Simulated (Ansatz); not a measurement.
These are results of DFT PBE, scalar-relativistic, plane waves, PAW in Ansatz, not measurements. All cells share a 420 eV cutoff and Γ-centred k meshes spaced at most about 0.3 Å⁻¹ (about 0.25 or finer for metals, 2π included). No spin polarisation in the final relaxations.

All energies are static (0 K, no zero-point motion).

Compare these two cells of Hf3SiMo, each relaxed at this level.

A.

```xyz
5
Lattice="4.9010 0.0000 0.0000 0.0000 4.9343 0.0000 0.0000 0.0000 6.0295" Properties=species:S:1:pos:R:3 pbc="T T T"
Hf    0.0000    2.4671    1.4334
Hf    0.0000    2.4671    4.5961
Hf    0.0000    0.0000    0.0000
Si    2.4505    2.4671    0.0000
Mo    2.4505    0.0000    0.0000
```

B.

```xyz
5
Lattice="4.9640 0.0000 0.0000 0.0000 4.9640 0.0000 0.0000 0.0000 4.9640" Properties=species:S:1:pos:R:3 pbc="T T T"
Hf    2.4820    0.0000    2.4820
Hf    2.4820    2.4820    0.0000
Hf    0.0000    2.4820    2.4820
Si    0.0000    0.0000    0.0000
Mo    2.4820    2.4820    2.4820
```

Question: Which would you expect to be lower, and how large is the difference?

Answer: B is lower, by 282 meV/atom. A has space group Pmmm (No. 47), 29.2 Å³/atom and no gap on its mesh; B has the antiperovskite type, space group Pm-3m (No. 221), 24.5 Å³/atom and no gap. Counting Hf or Mo atoms around Si (for each partner element, those within 1.25 times its shortest distance or 1.15 times the sum of covalent radii, where it is the nearest in units of that sum or under 1.3; a plus sign parts groups by distance over the sum of covalent radii; the shortest distance is added where it exceeds 1.18 times the sum of covalent radii), A has Si 6+4 and B has Si 12 from 3.5 Å. The denser one is the lower, and pressure would at first widen the difference. Even the lower one lies +0.97 eV/atom against the reference forms of the elements (uncorrected), so neither is stable at this level. In A, Hf on a site of symmetry mm2 has 2 Si at 2.84 Å, 3 Hf at 2.85–2.87 Å and 1 Hf at 3.16 Å; Si is surrounded by 2 Mo at 2.47 Å, 4 Hf at 2.84 Å and 4 Hf at 3.48 Å; around Mo lie 2 Hf at 2.45 Å and 2 Si at 2.47 Å; 1 more site not described. In B, Hf has 2 Mo at 2.48 Å, 4 Si at 3.51 Å and 8 Hf at 3.51 Å; around Si lie 12 Hf at 3.51 Å; around Mo lie 6 Hf at 2.48 Å. Both come from invented guesses. A third cell relaxed alike, in Pm-3m, lies 0.31 eV/atom below the lower of the two.

These runs have no spin–orbit coupling, which can matter for Hf. A magnetic state wasn't ruled out in cells without spin, among them Pm-3m. Cells relaxed within their symmetry can be saddle points.
